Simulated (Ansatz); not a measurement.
Data:

Relaxed LiNbO₃ (space group R-3):

```
LiNbO3
1.0
    2.57282     1.48542     4.61934
   -2.57282     1.48542     4.61934
    0.00000    -2.97084     4.61934
Li Nb O
2 2 6
Direct
  0.35674   0.35674   0.35674
  0.64326   0.64326   0.64326
  0.14411   0.14411   0.14411
  0.85589   0.85589   0.85589
  0.22003   0.56023   0.95639
  0.77997   0.43977   0.04361
  0.56023   0.95639   0.22003
  0.43977   0.04361   0.77997
  0.95639   0.22003   0.56023
  0.04361   0.77997   0.43977
```

The atoms are displaced by Q × the pattern below (from a DFPT mode at Γ, largest move 1; Q in Å), at fixed cell.

```tsv
atom	x	y	z
Li1	0.000	0.000	1.000
Li2	0.000	0.000	-1.000
Nb3	0.000	0.000	-0.077
Nb4	0.000	0.000	0.077
O5	0.169	0.363	-0.204
O6	-0.169	-0.363	0.204
O7	0.229	-0.328	-0.204
O8	-0.229	0.328	0.204
O9	-0.399	-0.034	-0.204
O10	0.399	0.034	0.204
```

These are LDA (plane waves to 420 eV, PAW, scalar-relativistic; Ansatz, a program for electronic structure) values and carry that method's errors. k mesh 8×8×8 (Γ-centred), Fermi-Dirac smearing 0.05 eV. The energy includes the smearing's −TS. LiNbO3 is run without spin polarisation. LiNbO3 was relaxed with its symmetry unable to fall. This is one of several known forms of LiNbO3; the measured ambient cells at hand have space group No. 161. The zero of ΔE is the undisplaced structure.

The scan covers Q from -0.180 to 0.180 Å in 13 points.

Problem. Is this a single well or a double well?

Solution. A single well with its minimum at or next to zero displacement.

Problem. Is the energy the same for displacements of ±0.180 Å, and if not, which side lies higher?

Solution. Not even: the negative side lies higher at ±0.180 Å.

Problem. What is the energy change at Q = 0.180 Å?

Solution. 139.8 meV/cell.

Problem. What harmonic wavenumber does the curvature at Q = 0 give?

Solution. 257 cm⁻¹.

(For displaced atoms, the force is minus the slope of the energy, and its curvature is a force constant, which sets phonon frequencies.)
